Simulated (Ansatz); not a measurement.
Ca6Sb2PN:
```
CELL_PARAMETERS angstrom
      0.00000     5.11175     5.11175
      5.11175     0.00000     5.11175
      5.11175     5.11175     0.00000
ATOMIC_POSITIONS crystal
  Ca 0.26423 0.73577 0.73577
  Ca 0.73577 0.26423 0.26423
  Ca 0.73577 0.26423 0.73577
  Ca 0.26423 0.73577 0.26423
  Ca 0.73577 0.73577 0.26423
  Ca 0.26423 0.26423 0.73577
  Sb 0.25000 0.25000 0.25000
  Sb 0.75000 0.75000 0.75000
  P  0.00000 0.00000 0.00000
  N  0.50000 0.50000 0.50000
```

Relaxed with PBE. Special points in fractions of this cell's reciprocal vectors: Γ (0.000, 0.000, 0.000); X (0.500, 0.000, 0.500); U (0.625, 0.250, 0.625); K (0.375, 0.375, 0.750); L (0.500, 0.500, 0.500); W (0.500, 0.250, 0.750).

Problem. List the band energies nearest the valence-band maximum at these points for PBE with spin–orbit coupling (plane waves, PAW; program Ansatz).

Solution. In eV from the valence-band maximum; about four levels below and three above (degenerate sets whole), none deeper than 8.9 eV; points with the same levels are listed once.

```tsv
k	below	above
Γ	0.00 0.00 0.00 0.00	0.50 0.50 0.50 0.50
X	-1.14 -1.14 -1.05 -1.05	1.44 1.44 1.65 1.65
U	-1.12 -1.12 -1.08 -1.08	1.74 1.74 1.75 1.75
L	-1.14 -1.14 -1.00 -1.00	1.82 1.82 1.83 1.83
W	-1.14 -1.14 -1.08 -1.08	1.80 1.80 1.81 1.81
```

Space group Fm-3m. The start of the workflow was typed in or built on a structure type; neither database checked (COD, Materials Project) lists it. Whether it is the stable phase at ambient conditions was not checked. The PBE relaxation kept the symmetry of its start; whether a distortion lowers the energy is not shown.

Potentials: the later of the program's two PAW sets.
